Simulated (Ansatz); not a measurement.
Input:

TiO2:
```cif
data_O2Ti
_chemical_formula_sum 'Ti1 O2'
_space_group_name_H-M_alt 'P 1'
_space_group_IT_number 1
_cell_length_a 2.98946
_cell_length_b 2.98946
_cell_length_c 5.54046
_cell_angle_alpha 90.000
_cell_angle_beta 90.000
_cell_angle_gamma 120.000
loop_
_space_group_symop_operation_xyz
  'x, y, z'
loop_
_atom_site_label
_atom_site_type_symbol
_atom_site_fract_x
_atom_site_fract_y
_atom_site_fract_z
_atom_site_occupancy
Ti1 Ti 0.00000 0.00000 0.00000 1
O1 O 0.33333 0.66667 0.17416 1
O2 O 0.66667 0.33333 0.82584 1
```

This is the PBE-relaxed structure.

Q: All from PBE in the plane-wave PAW code Ansatz, unless another level is named. Predict the band gap.

A: 2.65 eV (indirect).

Q: What about the smallest direct gap on the standard path?

A: 2.89 eV.

Q: And the weight of the valence-edge state by species (Voronoi cells)?

A: O 97 %, Ti 3 %.

Q: Predict the conduction-band minimum.

A: at A.

Space group P-3m1 (CdI2 type). A made-up cell: these elements were put on the sites of a structure type; neither database checked (COD, Materials Project) lists it. It is not the phase usual at ambient conditions (space group No. 61, 136, 141). The PBE relaxation kept the symmetry of its start; whether a distortion lowers the energy is not shown. No spin polarisation was allowed. A crystal of weakly bound layers computed without a dispersion correction: the cell and the soft elastic constants depend strongly on that.

Potentials: the later of the program's two PAW sets.
